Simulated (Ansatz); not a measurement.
## SnPb2O3: stable or not

The structure comes from a generated guess, relaxed at this level; another structure or a mixture of phases may lie lower.

Level of theory: DFT PBE, scalar-relativistic, plane waves, PAW in Ansatz 0.2.0. The final run on the 12-atom cell used 420 eV, a Γ-centred 8×8×2 mesh, 0.02 eV smearing and no spin polarisation.

```xyz
12
Lattice="3.9854 0.0000 0.0000 0.0000 3.9854 0.0000 0.0000 0.0000 16.3907" Properties=species:S:1:pos:R:3 pbc="T T T"
Sn    1.9927    0.0000   15.0199
Sn    0.0000    1.9927    1.3709
Pb    1.9927    0.0000    3.7089
Pb    1.9927    0.0000    9.4124
Pb    0.0000    1.9927    6.9783
Pb    0.0000    1.9927   12.6819
O     1.9927    1.9927   13.9045
O     1.9927    1.9927    2.4863
O     1.9927    1.9927    8.1954
O     0.0000    0.0000   13.9045
O     0.0000    0.0000    2.4863
O     0.0000    0.0000    8.1954
```

The zero of energy is the elements' standard structures at the same level (O₂ as a molecule); no fitted shifts are applied. The references include grey tin.

Question: These tests were run: energy against the elements; phonons on a 2×2×1 q mesh; elastic tensor. What do they show?

Answer:

```json
{"test": "energy against the elements", "result": "−1.143 eV/atom"}
{"test": "phonons on a 2×2×1 q mesh", "result": "no imaginary mode on the mesh, but the interpolation dips to 33i cm⁻¹ between its points"}
{"test": "elastic tensor", "result": "least eigenvalue 4 GPa"}
```

It fails none of these tests outright. Whether a mixture of other phases lies lower isn't tested here. Undecided within the accuracy: phonons on a 2×2×1 q mesh.

Weakly bound directions are ill-defined at this level, which has no dispersion term. Spin–orbit coupling, which can matter for Pb, is left out. The run for the phonons used an 8×8×2 k mesh. The run for the elastic tensor used an 8×8×2 k mesh.
